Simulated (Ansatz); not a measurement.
Relaxed (111) slab cut from Au (space group Fm-3m (No. 225)); the slab's formula is Au, its outer planes Au (top) and Au (bottom):

```
CELL_PARAMETERS angstrom
2.86282 0.00000 0.00000
-1.43141 2.47927 0.00000
0.00000 0.00000 24.34992
ATOMIC_POSITIONS crystal
Au 0.66667 0.33333 0.30811
Au 0.33333 0.66667 0.40477
Au 0.00000 0.00000 0.50000
Au 0.66667 0.33333 0.59523
Au 0.33333 0.66667 0.69189
```

These are results of Ansatz, DFT LDA, scalar-relativistic, plane waves, PAW, not measurements. Cutoff 420 eV; k points 12×12×1 on the computed 5-atom cell (Γ-centred); Gaussian smearing, width 0.10 eV; no spin polarisation. The cell repeats along c with a dipole correction in the vacuum.

The potential is the smooth part; its values at the atoms depend on the PAW datasets.

Problem. How does the plane-averaged electrostatic potential energy of an electron run along c, counted from the Fermi level?

Solution. (z (Å), V (eV)): (2.71, 5.62), (2.98, 5.62), (3.25, 5.62), (3.52, 5.62), (3.79, 5.62), (4.06, 5.62), (4.33, 5.61), (4.60, 5.60), (4.87, 5.58), (5.14, 5.54), (5.41, 5.44), (5.68, 5.23), (5.95, 4.78), (6.22, 3.77), (6.49, 1.46), (6.76, -4.33), (7.03, -11.63), (7.30, -16.14), (7.58, -16.99), (7.85, -14.28), (8.12, -8.16), (8.39, -1.53), (8.66, 0.80), (8.93, -1.03), (9.20, -7.35), (9.47, -13.87), (9.74, -17.16), (10.01, -16.90), (10.28, -13.09), (10.55, -6.31), (10.82, -0.62), (11.09, 0.30), (11.36, -3.37), (11.63, -10.40), (11.90, -15.66), (12.17, -17.40), (12.45, -15.66), (12.72, -10.40), (12.99, -3.37), (13.26, 0.30), (13.53, -0.62), (13.80, -6.31), (14.07, -13.09), (14.34, -16.90), (14.61, -17.16), (14.88, -13.87), (15.15, -7.35), (15.42, -1.03), (15.69, 0.80), (15.96, -1.53), (16.23, -8.16), (16.50, -14.28), (16.77, -16.99), (17.04, -16.14), (17.32, -11.63), (17.59, -4.33), (17.86, 1.46), (18.13, 3.77), (18.40, 4.78), (18.67, 5.23), (18.94, 5.44), (19.21, 5.54), (19.48, 5.58), (19.75, 5.60), (20.02, 5.61), (20.29, 5.62), (20.56, 5.62), (20.83, 5.62), (21.10, 5.62), (21.37, 5.62), (21.64, 5.62)

The vacuum level lies 5.62 eV above the Fermi level.

Spin-orbit coupling is left out, which matters for the bands of heavy elements.

Cost: 1 run of about 0.44 core-minutes, on Intel Xeon 6975P-C (Granite Rapids) (shared hosts).